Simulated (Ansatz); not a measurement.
This run works on a generated trial structure, not on a known crystal.

Input and command of a plane-wave DFT calculation in Ansatz:

```yaml
crystal:
  lattice:
    - [0.0, 4.80107095, 5.62913716]
    - [2.95572789, 0.0, 5.62913716]
    - [2.95572789, 4.80107095, 0.0]
  atoms:
    - { symbol: Mg, position: [0.57032484, 0.92967516, 0.57032484] }
    - { symbol: Mg, position: [0.32032484, 0.67967516, 0.32032484] }
    - { symbol: Mg, position: [0.92967516, 0.57032484, 0.92967516] }
    - { symbol: Mg, position: [0.67967516, 0.32032484, 0.67967516] }
    - { symbol: Ge, position: [0.25, 0.25, 0.25] }
    - { symbol: Ge, position: [0.0, 0.0, 0.0] }
    - { symbol: "N", position: [0.87693191, 0.87693191, 0.62306809] }
    - { symbol: "N", position: [0.62693191, 0.62693191, 0.37306809] }
    - { symbol: "N", position: [0.37306809, 0.37306809, 0.62693191] }
    - { symbol: "N", position: [0.62306809, 0.62306809, 0.87693191] }
basis:
  ecutwfc: 420
kpoints:
  mp_grid: { grid: [3, 3, 3] }
hamiltonian:
  xc: pbe
scf:
  occupations: { method: gaussian, width: 0.15 }
  lower_state_search: "off"
output:
  forces: true
  stress: true
  eigenvalues: true
relax:
  adjacent_minimum: "off"
  f_tol: 0.08
  max_steps: 16
  cell: { stress_tol: 0.8 }
```

```bash
ansatz run input.yaml --threads 1 --pin off --max-ram 2560MiB --backend cpu --events-out ev --progress --plain --runs-dir out
```

Processor: Arm Neoverse V2, 1 thread, on a host shared with other jobs.

Task: Estimate time, memory and problem size.

Result: About 76 s, peak memory 0.44 GiB. It solves 54 bands at 8 k points (after reduction by symmetry) with about 2611 plane waves (on the last cell), in 101 SCF iterations over 15 ionic steps.
